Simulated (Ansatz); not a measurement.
Ga2Pt:
```xyz
6
Lattice="0.0000 3.6108 3.6108 3.6108 0.0000 3.6108 3.6108 3.6108 0.0000" Properties=species:S:1:pos:R:3 pbc="T T T"
Ga     4.5135     4.5135     4.5135
Ga     4.5135     2.7081     2.7081
Ga     2.7081     4.5135     2.7081
Ga     2.7081     2.7081     4.5135
Pt     1.8054     1.8054     1.8054
Pt     0.0000     0.0000     0.0000
```

Relaxed with r²SCAN. Special points in fractions of this cell's reciprocal vectors: Γ (0.000, 0.000, 0.000); X (0.500, 0.000, 0.500); U (0.625, 0.250, 0.625); K (0.375, 0.375, 0.750); L (0.500, 0.500, 0.500); W (0.500, 0.250, 0.750).

Task: List the band energies nearest the Fermi level at these points for the program Ansatz at the r²SCAN with spin–orbit coupling level (PAW).

Result: In eV from the Fermi level; about four levels below and three above (degenerate sets whole), none deeper than 8.9 eV; points with the same levels are listed once.

```
k                                below                above
-  -----------------------------------  -------------------
Γ  -0.91 -0.91 -0.91 -0.91 -0.69 -0.69  0.22 0.22 0.22 0.22
X              -1.40 -1.40 -1.40 -1.40  3.54 3.54 3.54 3.54
U              -1.28 -1.28 -0.33 -0.33  1.20 1.20 2.11 2.11
L              -1.00 -1.00 -0.59 -0.59  0.02 0.02 0.79 0.79
W              -0.69 -0.69 -0.54 -0.54  0.66 0.66 0.79 0.79
```

Space group Fd-3m (cubic Laves (MgCu2 type)). The cell is a constructed one: a structure type filled with these elements; neither database checked (COD, Materials Project) lists it. COD files the formula under space group No. 225, so this cell is another polymorph or a model. Whether it is the stable phase at ambient conditions was not checked. Symmetry was held in the r²SCAN relaxation; its stability against distortions is not shown here. The run is not spin-polarised.

Potentials: the earlier of the program's two PAW sets.
